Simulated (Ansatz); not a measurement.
All numbers below come from DFT PBE, scalar-relativistic, plane waves, PAW in Ansatz 0.2.0. Settings: cutoff 420 eV, Γ-centred meshes spaced at most about 0.3 Å⁻¹, and about 0.25 Å⁻¹ or finer for metals (2π included), Gaussian smearing. No spin polarisation in the final relaxations.

These are static total energies at zero pressure. All come from trial cells, and lower structures may exist.

Question: Order these relaxed structures of Sc2InAs3 by energy, lowest first, with the energy over the lowest of them.
A.

```xyz
6
Lattice="2.7312 1.5768 5.1136 -2.7312 1.5768 5.1136 0.0000 -3.1537 5.1136" Properties=species:S:1:pos:R:3 pbc="T T T"
Sc    0.0000    0.0000    9.2512
Sc    0.0000    0.0000    6.0897
In    0.0000    0.0000    0.0000
As    1.3656    0.7884    2.5568
As   -1.3656    0.7884    2.5568
As    0.0000   -1.5768    2.5568
```

B.

```xyz
6
Lattice="3.9845 -4.4162 0.0000 3.9845 4.4162 0.0000 0.0000 0.0000 3.8901" Properties=species:S:1:pos:R:3 pbc="T T T"
Sc    1.9922    2.2081    0.0000
Sc    1.9922   -2.2081    0.0000
In    0.0000    0.0000    0.0000
As    3.9845    2.1181    1.9450
As    3.9845   -2.1181    1.9450
As    3.9845    0.0000    0.0000
```

C.

```xyz
6
Lattice="4.5826 0.0000 0.0000 -2.2913 3.9687 0.0000 0.0000 0.0000 7.1797" Properties=species:S:1:pos:R:3 pbc="T T T"
Sc    2.2913    1.3229    2.0194
Sc    2.2913    1.3229    5.1603
In    0.0000    0.0000    0.0000
As    0.0000    0.0000    3.5898
As    0.0000    2.6458    0.0000
As    0.0000    2.6458    3.5898
```

D.

```xyz
12
Lattice="6.7987 0.0000 0.0000 -3.3994 5.8879 0.0000 0.0000 0.0000 6.6615" Properties=species:S:1:pos:R:3 pbc="T T T"
Sc    0.0000    3.9252    0.0000
Sc    3.3994    1.9626    3.3308
Sc    3.3994    1.9626    0.0000
Sc    0.0000    3.9252    3.3308
In    0.0000    0.0000    0.0000
In    0.0000    0.0000    3.3308
As    2.4002    0.0000    1.6654
As    1.2001    2.0787    4.9961
As   -1.2001    2.0787    1.6654
As    4.3985    0.0000    4.9961
As    2.1992    3.8092    1.6654
As   -2.1992    3.8092    4.9961
```

Answer: D (0 meV/atom), B (255 meV/atom), C (510 meV/atom), A (683 meV/atom). Forms: D P6_3/mcm; B Cmmm; C P-6m2; A R-3m. Counting As atoms around In and Sc (those within 1.25 times the shortest such distance or 1.15 times the sum of covalent radii; a plus sign parts nearer from farther groups): D has Sc 6, In 6; B has Sc 6, In 4; C has Sc 9, In 3; A has Sc 6+3, In 6.

Cells relaxed within their symmetry can be saddle points. Some candidate types were left out of the draw beforehand, so a known form may be missing.
